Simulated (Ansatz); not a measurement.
MgF2 (rutile, P4_2/mnm), the program Ansatz at the LDA level (PAW). The conduction-band minimum lies at Γ, with 1 equivalent valley. Second derivatives d²E/dk² of the lowest band at one valley (eV·Å²), along Cartesian directions:

| direction | d²E/dk² |
|---|---|
| [100] | 14.25 |
| [010] | 14.25 |
| [001] | 14.94 |
| [110] | 14.25 |
| [101] | 14.59 |
| [011] | 14.59 |

Q: Find the principal effective masses, the density-of-states mass and the conductivity mass.

A: Off-diagonal terms follow from H_xy = H[110] − (H_xx + H_yy)/2, and m*/mₑ = 7.620 eV·Å² over each eigenvalue: 0.51, 0.53, 0.53. One valley's DOS mass (m₁m₂m₃)^(1/3) = 0.53, conductivity mass 3/(Σ 1/mᵢ) = 0.53 mₑ.

Q: What effective density of states Nc follows at 300 K for parabolic valleys?

A: Nc = 2.509e19 × 1 × (0.53)^(3/2) ≈ 9.7e18 cm⁻³.

The LDA relaxation kept the symmetry of its start.

Potentials: the earlier of the program's two PAW sets. The files were generated under PBE; for other functionals the program regenerates the frozen cores, and for LDA and PBEsol the local potential too.

Edges and masses are those of Kohn–Sham bands, whose gap is no quasiparticle gap.
